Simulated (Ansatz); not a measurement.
**Co, dhcp: geometry optimisation**

These are results of Ansatz 0.2.0, DFT, BLYP, plane waves (420 eV) with PAW, scalar-relativistic, not measurements. (PAW data from PBE, frozen cores regenerated.)

k-point mesh 14×14×4, Fermi-Dirac smearing 0.05 eV, starting moments 1.70 ×4 μB. Cell and atoms relax.

Starting structure:

```yaml
crystal:
  lattice:
    - [2.5018845205, 0.0, 0.0]
    - [-1.2509422603, 2.1666955521, 0.0]
    - [0.0, 0.0, 8.1711548441]
  atoms:
    - { symbol: Co, position: [0.0, 0.0, 0.0], spin: 1.7 }
    - { symbol: Co, position: [0.0, 0.0, 0.5], spin: 1.7 }
    - { symbol: Co, position: [0.3333333333, 0.6666666667, 0.25], spin: 1.7 }
    - { symbol: Co, position: [0.6666666667, 0.3333333333, 0.75], spin: 1.7 }
hamiltonian:
  xc: blyp
  pseudopotentials:
    kind: paw
    azcp:
      Co: "pseudopotentials/Co.paw.azcp"
basis:
  ecutwfc: 420
  fft_grid_basis: typed
kpoints:
  mp_grid: { grid: [14, 14, 4], shift: [0, 0, 0] }
magnetization:
  spin_polarized: true
scf:
  occupations: { method: fermi_dirac, width: 0.05 }
relax:
  max_steps: 60
  f_tol: 0.01
  cell: {}
output:
  write_density: true
  write_potential: true
  elf: true
  volumetric_format: npy
```

Task: The pressure at the start is 5.3 GPa. By how much does the volume change?

Result: From 11.07 to 11.39 Å³ per atom, 2.8 %. The final cell has a = 2.534 Å, c = 8.194 Å (c/a = 3.234).

Task: How much energy does the relaxation gain?

Result: 5.6 meV per atom.

Path of the relaxation (the plane waves are chosen anew near the end, which can shift the energy a little):

```json
{"step": "0", "E − E(final) (meV/atom)": "5.63", "V (Å³/atom)": "11.074", "P (GPa)": "5.30", "max force (eV/Å)": "0.000"}
{"step": "1", "E − E(final) (meV/atom)": "1.64", "V (Å³/atom)": "11.234", "P (GPa)": "2.46", "max force (eV/Å)": "0.000"}
{"step": "2", "E − E(final) (meV/atom)": "0.53", "V (Å³/atom)": "11.377", "P (GPa)": "0.05", "max force (eV/Å)": "0.000"}
{"step": "3", "E − E(final) (meV/atom)": "0.53", "V (Å³/atom)": "11.381", "P (GPa)": "-0.01", "max force (eV/Å)": "0.000"}
{"step": "4", "E − E(final) (meV/atom)": "0.00", "V (Å³/atom)": "11.381", "P (GPa)": "0.11", "max force (eV/Å)": "0.000"}
{"step": "5", "E − E(final) (meV/atom)": "0.01", "V (Å³/atom)": "11.387", "P (GPa)": "0.00", "max force (eV/Å)": "0.000"}
{"step": "6", "E − E(final) (meV/atom)": "0.00", "V (Å³/atom)": "11.387", "P (GPa)": "0.00", "max force (eV/Å)": "0.000"}
```

Task: Which magnetic state does it end in?

Result: ferromagnetic, net 1.65 μB per atom; moments 1.73 ×2, 1.71 ×2 μB.
